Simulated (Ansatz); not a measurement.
# NaCaLaS₃O₁₂: field gradients at two levels of theory

Cell: a Materials Project structure (computed, not necessarily an observed phase).

Space group R3c:H (No. 161); a = 9.3486, c = 25.0076 Å, γ = 120.00°.

| site | Wyckoff | site symmetry | x | y | z |
| --- | --- | --- | --- | --- | --- |
| Na | 6a | 3. | 0.0000 | 0.0000 | 0.4958 |
| Ca | 6a | 3. | 0.0000 | 0.0000 | 0.3498 |
| La | 6a | 3. | 0.0000 | 0.0000 | 0.6495 |
| S | 18b | 1 | 0.6606 | 0.6276 | 0.5842 |
| O13 | 18b | 1 | 0.9794 | 0.1960 | 0.2986 |
| O19 | 18b | 1 | 0.0157 | 0.7994 | 0.7018 |
| O25 | 18b | 1 | 0.1790 | 0.2007 | 0.4125 |
| O31 | 18b | 1 | 0.8119 | 0.7956 | 0.5878 |

One atom of each set is listed; the run and its k-mesh use a cell of 36 atoms with edges of 9.93, 9.93, 9.93 Å.

First run. Computed with Ansatz: DFT, PBE, plane waves and PAW, scalar-relativistic, 420 eV cutoff, Γ-centred 3×3×3 k-points, Fermi–Dirac smearing 0.02 eV.

```json
{"site": "Na", "V_zz (10²¹ V/m²)": "-0.39", "η": "0.00"}
{"site": "Ca", "V_zz (10²¹ V/m²)": "-0.43", "η": "0.00"}
{"site": "La", "V_zz (10²¹ V/m²)": "-1.94", "η": "0.00"}
{"site": "S", "V_zz (10²¹ V/m²)": "-1.29", "η": "0.65"}
{"site": "O13", "V_zz (10²¹ V/m²)": "13.57", "η": "0.06"}
{"site": "O19", "V_zz (10²¹ V/m²)": "13.54", "η": "0.02"}
{"site": "O25", "V_zz (10²¹ V/m²)": "13.62", "η": "0.12"}
{"site": "O31", "V_zz (10²¹ V/m²)": "13.69", "η": "0.10"}
```

Second run. The same atoms and settings, except that the functional is r2SCAN and the cutoff is 500 eV.

(1) Given the first result, estimate the second.

Answers

(1) 

```csv
site,V_zz,η,change of V_zz
Na,-0.38,0.00,+0.01
Ca,-0.45,0.00,-0.02
La,-2.13,0.00,-0.19
S,-1.34,0.74,-0.05
O13,13.95,0.07,+0.38
O19,13.92,0.01,+0.38
O25,14.07,0.11,+0.45
O31,14.13,0.09,+0.44
```

The largest change of V_zz is on O25, from 13.62 to 14.07. In per cent, |V_zz| changes by +10 on La, +4 on S, +3 on O (all sites that start above 0.5).

Without spin–orbit coupling (the program notes it for La) the gradients are little affected as a rule: paired runs on crystals with a gap mostly move them by under 2 % at such atoms.
For the first run: The largest force is 0.4 eV/Å, so the atoms aren't at the calculated equilibrium and relaxing them would move these values.
For the second run: The largest force is 0.6 eV/Å, so the atoms aren't at the calculated equilibrium and relaxing them would move these values.
